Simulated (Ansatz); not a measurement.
Input and command of a calculation in Ansatz (plane waves; scalar-relativistic PAW potentials unless the input names others):

```yaml
crystal:
  lattice:
    - [3.1302084418, 0.0, 0.0]
    - [-1.5651042209, 2.7108400297, 0.0]
    - [0.0, 0.0, 5.0180433267]
  atoms:
    - { symbol: Al, position: [0.6666666667, 0.3333333333, 0.4992342235] }
    - { symbol: Al, position: [0.3333333333, 0.6666666667, 0.9992342235] }
    - { symbol: "N", position: [0.6666666667, 0.3333333333, 0.8807657765] }
    - { symbol: "N", position: [0.3333333333, 0.6666666667, 0.3807657765] }
basis:
  ecutwfc: 420
kpoints:
  mp_grid: { grid: [12, 12, 6], kspacing: 0.3 }
hamiltonian:
  xc: pbe
scf:
  occupations: { method: gaussian, width: 0.02 }
  max_iter: 50
output:
  forces: true
  eigenvalues: true
  stress: true
```

```bash
ansatz run input.yaml --threads 4 --pin off --max-ram 8192MiB --backend cpu --events-out ev --progress --plain --runs-dir out
```

What will the program do with this input?

The program refuses it, because of a mesh typed together with a spacing (kpoints.mp_grid.kspacing: not typed → 0.3). Without that key it is accepted.

Abridged log:
```
Error: invalid value for `kpoints.mp_grid.kspacing`: mutually exclusive with `grid` — set one or the other
```